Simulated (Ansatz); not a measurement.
## Data sheet: Tc (DFT)

Tc:
```
CELL_PARAMETERS angstrom
      0.00000     1.90552     1.90552
      1.90552     0.00000     1.90552
      1.90552     1.90552     0.00000
ATOMIC_POSITIONS crystal
  Tc 0.00000 0.00000 0.00000
```

Space group Fm-3m (No. 225), fcc (Cu type); conventional cell a = b = c = 3.8110 Å, α = β = γ = 90.00°.

Method: the program Ansatz at the LDA level (PAW). The cell and atoms are relaxed at this level. Other levels are named where they apply.

Cell and energy:

* **Volume per atom**: 13.84 Å³
* **Density**: 11.75 g/cm³

Electronic structure:

- Electronic character: metallic (no gap)
- Density of states at the Fermi level: 1.1 states/eV per atom (mean over ±0.08 eV)

Mechanics:

Bulk modulus (Birch–Murnaghan fit): 339 GPa
Pressure derivative B′: 4.4
Elastic constants (relaxed ions, GPa): C11 = 497, C12 = 263, C44 = 197
Mechanical stability: stable (all eigenvalues of C positive)
Hill bulk and shear moduli: 341 and 160 GPa
Young's modulus: 415 GPa
Poisson's ratio: 0.30
Debye temperature from the elastic constants: 511 K

The workflow started from an entry of the Crystallography Open Database (COD), which files this formula under 2 space groups. It is not the phase usual at ambient conditions (space group No. 194). The cell was relaxed with LDA under the symmetry of its start; whether a distortion lowers the energy is not shown. No spin polarisation was allowed. As this level gives no gap, shear constants depend on the k-mesh and smearing (Fermi–Dirac, 0.1 eV here). Scalar-relativistic: spin–orbit coupling is off unless named, which matters more the heavier the elements.

Potentials: the later of the program's two PAW sets.
